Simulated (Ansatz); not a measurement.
## Field gradients at the nuclei in SiO2

The cell is an entry of the Crystallography Open Database (COD) (the cell was measured well above room temperature), its atoms then relaxed with PBE in this cell.

```cif
data_SiO2
_symmetry_space_group_name_H-M 'P4_12_12'
_symmetry_Int_Tables_number 92
_cell_length_a 4.9890
_cell_length_b 4.9890
_cell_length_c 6.9910
_cell_angle_alpha 90.000
_cell_angle_beta 90.000
_cell_angle_gamma 90.000
loop_
_atom_site_label
_atom_site_type_symbol
_atom_site_symmetry_multiplicity
_atom_site_Wyckoff_symbol
_atom_site_fract_x
_atom_site_fract_y
_atom_site_fract_z
Si Si 4 a 0.3028 0.3028 0.0000
O O 8 b 0.2377 0.1119 0.1826
```

One atom of each set is listed.

All values are calculated (Ansatz; DFT, r2SCAN, plane waves and PAW, scalar-relativistic, 500 eV cutoff, Γ-centred 4×4×3 k-points, Fermi–Dirac smearing 0.02 eV), not measured.

C_Q = eQV_zz/h, which is 24.18 MHz for Q = 1 b and V_zz = 10²¹ V/m²; η = (V_xx − V_yy)/V_zz.

¹⁷O: I = 5/2, Q = -25.58 mb. Q values from Pyykkö, Mol. Phys. 116, 1328 (2018).

```
site  atoms                 first shell  V_zz (10²¹ V/m²)     η  C_Q (MHz)
  Si      4               4 O at 1.63 Å             -0.39  0.65          –
   O      8  2 Si at 1.63 Å, angle 144°              9.42  0.17      -5.83
```

At O V_zz runs parallel to the line that joins its two neighbours (within 1°).

Si has no stable isotope with a ground-state quadrupole moment in the table, so no C_Q is given.

The largest force is 0.3 eV/Å, so the atoms aren't at the calculated equilibrium and relaxing them would move these values.
